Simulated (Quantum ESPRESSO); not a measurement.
# Al2ZnF7Cl: input and log of a self-consistent run

A calculation, not a measurement. The program is pw.x of Quantum ESPRESSO 7.5 (plane-wave density functional theory). The cell is made up: 11 atoms on a rutile lattice with one site empty, with randomly drawn elements, strain and displacements, not relaxed. PseudoDojo standard norm-conserving files (v0.5 for PBE, v0.4.1 for LDA and PBEsol) set the functional; there is no spin polarisation, spin-orbit coupling or dispersion term, and the masses in the input are unused placeholders. A spin-polarised start on this cell or one of its family kept no moment.

Input:

```
&control calculation='scf', pseudo_dir='./dojo.nc.sr.pbe.v0_5.standard.upf', outdir='./o', disk_io='low', tprnfor=.true., tstress=.true. /
&system ibrav=0, nat=11, ntyp=4, nbnd=47, ecutwfc=84.00895049, nosym=.true., tot_charge=0,
 occupations='smearing', smearing='fd', degauss=0.0018374661
/
&electrons conv_thr=7.350e-09, electron_maxstep=60, /
ATOMIC_SPECIES
Al 1.0 Al.upf
Cl 1.0 Cl.upf
F 1.0 F.upf
Zn 1.0 Zn.upf
CELL_PARAMETERS angstrom
4.884 0.0147 0.0
0.0147 4.884 0.0
0.0 0.0 6.4932
ATOMIC_POSITIONS angstrom
Al -0.0425 -0.026 -0.0028
Al 2.4379 2.4529 1.6341
Zn 0.0649 -0.041 3.2325
F 1.4646 1.4877 0.0135
F 3.3664 3.3365 -0.0208
F 3.9787 0.9425 1.6411
F 1.0249 3.9317 1.6197
F 1.5287 1.4845 3.2758
Cl 3.3848 3.3741 3.3024
F 3.9219 1.0155 4.8298
F 0.9967 3.9573 4.8183
K_POINTS automatic
5 5 4 1 1 1
```

The log is shortened where brackets say so; the opening notice, blank lines, dates and the lines on written files are dropped, and the path of the files is cut. It prints rydbergs, bohrs and kilobars, and counts compression as positive stress. With no partly filled state, the Fermi energy that it prints is only some level between the filled and the empty states on the mesh, and need not lie in the true gap.

```
     Program PWSCF v.7.5
     Parallel version (MPI & OpenMP), running on       4 processor cores
     Number of MPI processes:                 4
     Threads/MPI process:                     1
     [start-up lines left out]
     bravais-lattice index     =            0
     lattice parameter (alat)  =       9.2295  a.u.
     unit-cell volume          =    1045.2081 (a.u.)^3
     number of atoms/cell      =           11
     number of atomic types    =            4
     number of electrons       =        82.00
     number of Kohn-Sham states=           47
     kinetic-energy cutoff     =      84.0090  Ry
     charge density cutoff     =     336.0358  Ry
     scf convergence threshold =      7.3E-09
     mixing beta               =       0.7000
     number of iterations used =            8  plain     mixing
     Exchange-correlation= PBE
                           (   1   4   3   4   0   0   0)
     [axes and pseudopotential details left out]
   Cartesian axes
     site n.     atom                  positions (alat units)
         1        Al     tau(   1) = (  -0.0087018  -0.0053235  -0.0005733  )
         2        Al     tau(   2) = (   0.4991583   0.5022295   0.3345808  )
         3        Zn     tau(   3) = (   0.0132882  -0.0083947   0.6618520  )
         4        F      tau(   4) = (   0.2998758   0.3046055   0.0027641  )
         5        F      tau(   5) = (   0.6892680   0.6831460  -0.0042588  )
         6        F      tau(   6) = (   0.8146359   0.1929762   0.3360140  )
         7        F      tau(   7) = (   0.2098475   0.8050127   0.3316324  )
         8        F      tau(   8) = (   0.3130002   0.3039503   0.6707177  )
         9        Cl     tau(   9) = (   0.6930354   0.6908445   0.6761640  )
        10        F      tau(  10) = (   0.8030062   0.2079229   0.9888981  )
        11        F      tau(  11) = (   0.2040736   0.8102543   0.9865434  )
     number of k points=    50  Fermi-Dirac smearing, width (Ry)=  0.0018
                       cart. coord. in units 2pi/alat
        k(    1) = (   0.0997004   0.0997004   0.0940219), wk =   0.0400000
        k(    2) = (   0.0997004   0.0997004   0.2820656), wk =   0.0400000
     [further k points left out]
     Dense  grid:   108665 G-vectors     FFT dimensions: (  54,  54,  72)
     Estimated max dynamical RAM per process >     285.20 MB
     Estimated total dynamical RAM >       1.04 GB
     Initial potential from superposition of free atoms
     starting charge      81.9949, renormalised to      82.0000
     Starting wfcs are   50 randomized atomic wfcs
     total cpu time spent up to now is        5.4 secs
     per-process dynamical memory:   225.8 Mb
     Self-consistent Calculation
     iteration #  1     ecut=    84.01 Ry     beta= 0.70
     Davidson diagonalization with overlap
     ethr =  1.00E-02,  avg # of iterations =  3.1
     total cpu time spent up to now is       16.8 secs
     total energy              =    -805.41547930 Ry
     estimated scf accuracy    <       1.47951171 Ry
     iteration #  2     ecut=    84.01 Ry     beta= 0.70
     Davidson diagonalization with overlap
     ethr =  1.80E-03,  avg # of iterations =  2.1
     total cpu time spent up to now is       28.3 secs
     total energy              =    -805.69735591 Ry
     estimated scf accuracy    <       1.88499043 Ry
     iteration #  3     ecut=    84.01 Ry     beta= 0.70
     Davidson diagonalization with overlap
     ethr =  1.80E-03,  avg # of iterations =  2.0
     total cpu time spent up to now is       38.6 secs
     total energy              =    -806.07932244 Ry
     estimated scf accuracy    <       0.05310154 Ry
     iteration #  4     ecut=    84.01 Ry     beta= 0.70
     Davidson diagonalization with overlap
     ethr =  6.48E-05,  avg # of iterations =  3.8
     total cpu time spent up to now is       50.1 secs
     total energy              =    -806.09230345 Ry
     estimated scf accuracy    <       0.00924220 Ry
     iteration #  5     ecut=    84.01 Ry     beta= 0.70
     Davidson diagonalization with overlap
     ethr =  1.13E-05,  avg # of iterations =  6.0
     total cpu time spent up to now is       61.6 secs
     total energy              =    -806.09343331 Ry
     estimated scf accuracy    <       0.00067333 Ry
     iteration #  6     ecut=    84.01 Ry     beta= 0.70
     Davidson diagonalization with overlap
     ethr =  8.21E-07,  avg # of iterations =  3.7
     total cpu time spent up to now is       72.7 secs
     total energy              =    -806.09355342 Ry
     estimated scf accuracy    <       0.00007964 Ry
     iteration #  7     ecut=    84.01 Ry     beta= 0.70
     Davidson diagonalization with overlap
     ethr =  9.71E-08,  avg # of iterations =  2.0
     total cpu time spent up to now is       83.2 secs
     total energy              =    -806.09357215 Ry
     estimated scf accuracy    <       0.00001684 Ry
     iteration #  8     ecut=    84.01 Ry     beta= 0.70
     Davidson diagonalization with overlap
     ethr =  2.05E-08,  avg # of iterations =  2.0
     total cpu time spent up to now is       93.2 secs
     total energy              =    -806.09357647 Ry
     estimated scf accuracy    <       0.00000198 Ry
     iteration #  9     ecut=    84.01 Ry     beta= 0.70
     Davidson diagonalization with overlap
     ethr =  2.42E-09,  avg # of iterations =  2.0
     total cpu time spent up to now is      103.1 secs
     total energy              =    -806.09357682 Ry
     estimated scf accuracy    <       0.00000013 Ry
     iteration # 10     ecut=    84.01 Ry     beta= 0.70
     Davidson diagonalization with overlap
     ethr =  1.57E-10,  avg # of iterations =  2.2
     total cpu time spent up to now is      113.5 secs
     total energy              =    -806.09357686 Ry
     estimated scf accuracy    <       0.00000005 Ry
     iteration # 11     ecut=    84.01 Ry     beta= 0.70
     Davidson diagonalization with overlap
     ethr =  5.52E-11,  avg # of iterations =  2.0
     total cpu time spent up to now is      122.9 secs
     End of self-consistent calculation
          k = 0.0997 0.0997 0.0940 ( 13603 PWs)   bands (ev):
  -120.5385 -74.7342 -74.7202 -74.7021 -20.8323 -20.4798 -19.1377 -18.8849
   -17.9983 -17.7979 -17.3793 -11.4904  -4.6135  -3.2819  -3.0311  -2.7424
    -2.6886  -2.3065  -2.2488  -2.1796  -1.7418  -1.5646  -1.3869  -1.2818
    -1.1546  -1.0392  -0.7031  -0.4463  -0.1457  -0.0494   0.0832   0.1472
     0.5367   0.6428   0.9251   1.0263   1.2558   1.4428   1.8070   1.9642
     2.1136   5.2751   8.0075   9.2268   9.6996  10.5746  11.2105
     [levels at the other k points left out]
     the Fermi energy is     3.5548 ev
!    total energy              =    -806.09357687 Ry
     estimated scf accuracy    <          2.7E-09 Ry
     smearing contrib. (-TS)   =       0.00000000 Ry
     internal energy E=F+TS    =    -806.09357687 Ry
     The total energy is F=E-TS. E is the sum of the following terms:
     one-electron contribution =    -621.19337700 Ry
     hartree contribution      =     347.81057384 Ry
     xc contribution           =    -135.46344082 Ry
     ewald contribution        =    -397.24733288 Ry
     convergence has been achieved in  11 iterations
     Forces acting on atoms (cartesian axes, Ry/au):
     atom    1 type  1   force =     0.00497330    0.01891549   -0.10459781
     atom    2 type  1   force =    -0.04309760   -0.04279374   -0.04960435
     atom    3 type  4   force =     0.04570773    0.06163231    0.07443299
     atom    4 type  3   force =    -0.02313243   -0.02690517    0.08855906
     atom    5 type  3   force =     0.03595866    0.03795957    0.08224608
     atom    6 type  3   force =    -0.01011962    0.00422353   -0.08430905
     atom    7 type  3   force =     0.00423824   -0.01559033   -0.07690063
     atom    8 type  3   force =    -0.00241252    0.00140928   -0.10678991
     atom    9 type  2   force =    -0.01581978   -0.01738905    0.00649664
     atom   10 type  3   force =     0.05703076   -0.06650961    0.08376904
     atom   11 type  3   force =    -0.05332673    0.04504772    0.08669793
     Total force =     0.316217     Total SCF correction =     0.000112
     Computing stress (Cartesian axis) and pressure
          total   stress  (Ry/bohr**3)                   (kbar)     P=     -123.06
  -0.00058993  -0.00000319   0.00012218          -86.78       -0.47       17.97
  -0.00000319  -0.00063162   0.00011290           -0.47      -92.91       16.61
   0.00012218   0.00011290  -0.00128808           17.97       16.61     -189.48
     init_run     :      4.98s CPU      5.26s WALL (       1 calls)
     electrons    :    116.09s CPU    117.54s WALL (       1 calls)
     forces       :      2.08s CPU      2.12s WALL (       1 calls)
     stress       :      6.76s CPU      7.04s WALL (       1 calls)
     [timing details left out]
     PWSCF        :   2m10.09s CPU   2m12.26s WALL
     JOB DONE.
```

In other units: free energy -10967.462 eV for the cell, pressure -12.31 GPa, largest force component 2.746 eV/Å. A rerun of this cell at 1437 eV and a 7 x 7 x 6 mesh moved values by no more than 0.003 eV in energy, 0.02 GPa in stress and 0.002 eV/Å in force.